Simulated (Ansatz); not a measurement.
**Sn₃Te: zone-centre modes**

Level of theory: DFT PBE, scalar-relativistic, plane waves, PAW in Ansatz. Settings: 420 eV plane-wave cutoff, Γ-centred 10×10×10 mesh, Fermi-Dirac smearing of 0.15 eV. No spin polarisation. Phonons by linear response, acoustic sum rule imposed.

Relaxed structure:
```yaml
crystal:
  lattice:
    - [-3.13016, 3.13016, 3.13016]
    - [3.13016, -3.13016, 3.13016]
    - [3.13016, 3.13016, -3.13016]
  atoms:
    - { symbol: Sn, position: [0.00000, 0.50000, 0.50000] }
    - { symbol: Sn, position: [0.50000, 0.00000, 0.50000] }
    - { symbol: Sn, position: [0.50000, 0.50000, 0.00000] }
    - { symbol: Te, position: [0.00000, 0.00000, 0.00000] }
```

The cell was found from a structure generator's guess, not taken from experiment. In a metal, frequencies depend on the k mesh and the smearing, soft modes most. Spin–orbit coupling is left out, which matters for heavy elements.

Optical modes at Γ:
```json
{"frequency (cm⁻¹)": "35", "degeneracy": "3"}
{"frequency (cm⁻¹)": "54", "degeneracy": "3"}
{"frequency (cm⁻¹)": "116", "degeneracy": "3"}
```

All 9 optical modes at Γ are real: no displacement of atoms at fixed cell lowers the energy to second order. Strains and modes at other wave vectors aren't tested by this run.
